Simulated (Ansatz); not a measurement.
Si$_{2}$W in space group Fddd (No. 70; Si on 16f, W on 8a) under volume change, the program Ansatz at the PBEsol level (PAW), shape and atoms relaxed at each volume.

```
V (Å³/atom)  E − E(relaxed) (meV/atom)  P (GPa)
-----------  -------------------------  -------
12.124                            92.2    26.79
12.524                            38.7    16.38
12.923                             9.1     7.54
13.323                             0.0    -0.01
13.723                             8.2    -6.42
14.122                            31.2   -11.80
14.522                            66.4   -16.31
```

### Question
What does a third-order Birch–Murnaghan fit give for V₀, B₀ and B′?

### Answer
V₀ = 13.32 Å³/atom, B₀ = 230 GPa, B′ = 4.5.

The cell is a constructed one: a structure type filled with these elements; neither database checked (COD, Materials Project) lists it. It is not the phase usual at ambient conditions (space group No. 139). Symmetry was held in the PBEsol relaxation; whether a distortion lowers the energy is not shown. The run is not spin-polarised. Spin–orbit coupling is left out wherever it is not named.

Potentials: the later of the program's two PAW sets.
